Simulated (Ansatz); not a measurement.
A geometry of Pt away from equilibrium: step 2 of the relaxation of a relaxed Pt cell shaken by Gaussian noise of σ = 0.08 Å a coordinate. The numbers are results of PBEsol (plane waves to 420 eV, PAW, scalar-relativistic; Ansatz, a first-principles code), not measurements. Γ-centred k-mesh 8×8×8 on the run's cell (coarser than for final values), Fermi–Dirac smearing 0.05 eV.

```
Pt
1.0
   -3.09274     3.10525     3.12432
    3.10469    -3.08486     3.11588
    3.12506     3.11718    -3.10392
Pt
8
Direct
  0.47606   0.48099   0.47769
  0.50194   0.99034   0.03229
  0.99019   0.03597   0.49554
  0.03680   0.50169   0.99172
  0.97862   0.98236   0.96972
  0.49544   0.99050   0.52460
  0.00375   0.54307   0.49739
  0.52734   0.49601   0.00916
```

Question: Give the Cartesian forces on all atoms (eV/Å).

Answer: 
| atom | Fx | Fy | Fz |
|---|---|---|---|
| Pt1 | -0.21 | 0.59 | -0.68 |
| Pt2 | 0.16 | -0.24 | 0.51 |
| Pt3 | -0.30 | 0.21 | 0.57 |
| Pt4 | 0.53 | -0.71 | -0.48 |
| Pt5 | 0.00 | 0.36 | -0.32 |
| Pt6 | 1.02 | -0.30 | 0.11 |
| Pt7 | -0.25 | -0.13 | -0.16 |
| Pt8 | -0.95 | 0.22 | 0.45 |

Question: What is the pressure?

Answer: +2.6 GPa, compression positive.

No spin polarisation in the result.

The end of the path is a generated cell of Pt: the first start was made by placing the elements on the sites of a structure type, and the end was not matched to a known phase here, so it may be hypothetical. Known forms of Pt include space group No. 225.
